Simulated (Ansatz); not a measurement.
B$_{2}$O$_{3}$:
```cif
data_B6O9
_chemical_formula_sum 'B6 O9'
_space_group_name_H-M_alt 'P3121'
_space_group_IT_number 152
_space_group_name_Hall 'P 31 2"'
_cell_length_a 4.34438
_cell_length_b 4.34438
_cell_length_c 8.39031
_cell_angle_alpha 90.000
_cell_angle_beta 90.000
_cell_angle_gamma 120.000
loop_
_atom_site_label
_atom_site_type_symbol
_atom_site_symmetry_multiplicity
_atom_site_Wyckoff_symbol
_atom_site_fract_x
_atom_site_fract_y
_atom_site_fract_z
_atom_site_occupancy
B1 B 6 c 0.39737 0.16758 0.10863 1
O1 O 6 c 0.14388 0.54589 0.46196 1
O2 O 3 a 0.15977 0.15977 0.00000 1
```

Relaxed with r²SCAN.

Task: Give the optical modes at the zone centre with their infrared activity from DFPT, r²SCAN (plane waves, PAW; program Ansatz).

Result: Transverse frequencies, without the LO–TO term; a row sums one degenerate level.

```csv
ω (cm⁻¹),degeneracy,IR ((D/Å)²/amu),activity
124,1,0.35,IR
126,2,0.68,IR
190,1,0.00,IR-inactive
218,2,0.00,IR-inactive
265,2,0.02,IR
306,2,0.66,IR
313,1,0.00,IR-inactive
326,1,0.00,IR-inactive
331,1,0.00,IR-inactive
543,2,0.51,IR
592,1,17.70,IR
616,2,5.18,IR
617,1,0.00,IR-inactive
642,2,17.27,IR
696,1,0.94,IR
697,2,21.11,IR
722,1,0.00,IR-inactive
732,2,0.10,IR
1014,2,0.93,IR
1180,1,4.47,IR
1262,2,171.68,IR
1270,1,0.00,IR-inactive
1281,1,1.61,IR
1285,1,0.00,IR-inactive
1294,1,93.70,IR
1300,2,10.17,IR
1389,2,3.17,IR
1476,2,42.40,IR
```

Task: How high does the top mode go among those that the LO–TO term moves?

Result: 1588 cm⁻¹ for q along x, 1588 cm⁻¹ for q along y, 1512 cm⁻¹ for q along z.

Space group P3_121. The first step of the workflow began from a Materials Project structure, measured or hypothetical; the Crystallography Open Database files this formula in space group No. 152, but the cells were not matched. Its standing as an ambient phase is unchecked. Symmetry was held in the r²SCAN relaxation; whether a distortion lowers the energy is not shown.

Potentials: the later of the program's two PAW sets.
